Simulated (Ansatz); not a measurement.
## Vibrational response of AlN

These are results of DFT LDA, scalar-relativistic, plane waves, PAW in Ansatz, not measurements. Plane waves to 420 eV; Γ-centred k mesh 12×12×6; fixed occupations. No spin polarisation. Phonons by linear response, acoustic sum rule imposed.

The cell, relaxed at this level:
```
Al N
1.0
     3.08877    0.00000    0.00000
    -1.54438    2.67495    0.00000
     0.00000    0.00000    4.94328
Al N
2 2
Direct
  0.33333 0.66667 0.99901
  0.66667 0.33333 0.49901
  0.33333 0.66667 0.38099
  0.66667 0.33333 0.88099
```

**Question.** Is this structure stable against zone-centre distortions?

**Answer.** Yes, at Γ: no optical mode is imaginary. Strains and other wave vectors aren't tested by this run.

**Question.** List the optical modes at Γ without the LO field (i marks imaginary ones).

**Answer.**
```tsv
frequency (cm⁻¹)	degeneracy	IR intensity of the level ((D/Å)²/amu)	Raman activity of the level (Å⁴/amu)
240	2	0.00	0.1
553	1	0.00	0.0
620	1	36.13	21.4
666	2	0.00	19.1
678	2	63.86	9.9
729	1	0.00	0.0
```

Cost: 1 run of about 15 core-minutes, on Intel Xeon Processor @ 2.50GHz (Skylake/Cascade Lake) (shared hosts).